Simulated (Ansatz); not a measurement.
Given:

HfO₂:
```
CELL_PARAMETERS angstrom
      5.09648     0.00000     0.00000
      0.00000     5.17804     0.00000
     -0.88063     0.00000     5.19682
ATOMIC_POSITIONS crystal
  Hf 0.27715 0.45704 0.70818
  Hf 0.72285 0.54296 0.29182
  Hf 0.72285 0.95704 0.79182
  Hf 0.27715 0.04296 0.20818
  O  0.44714 0.74181 0.98002
  O  0.55286 0.25819 0.01998
  O  0.55286 0.24181 0.51998
  O  0.44714 0.75819 0.48002
  O  0.07128 0.33744 0.34077
  O  0.92872 0.66256 0.65923
  O  0.92872 0.83744 0.15923
  O  0.07128 0.16256 0.84077
```

This is the PBEsol-relaxed structure. x, y and z are the axes in which the lattice vectors are written.

Q: All from PBEsol (plane waves, PAW; program Ansatz), unless another level is named. Estimate the hole effective mass.

A: 1.9 along y, 2.5 along z (mₑ).

Q: And the electron effective mass?

A: 0.97, 0.97, 3.4 mₑ (principal values).

Q: And the smallest direct gap on the standard path?

A: 4.07 eV.

Q: Predict the formation energy from the elements (no fitted shifts).

A: -3.52 eV/atom.

Q: What about the valence-band maximum?

A: at Γ.

Space group P2_1/c. The cell was relaxed with PBEsol under the symmetry of its start. No spin polarisation was allowed. The references are the lowest solids computed at this level, not always the standard phases (solids in place of the gases). Spin–orbit coupling is left out wherever it is not named.

Potentials: the earlier of the program's two PAW sets. The files were generated under PBE; for other functionals the program regenerates the frozen cores, and for LDA and PBEsol the local potential too.
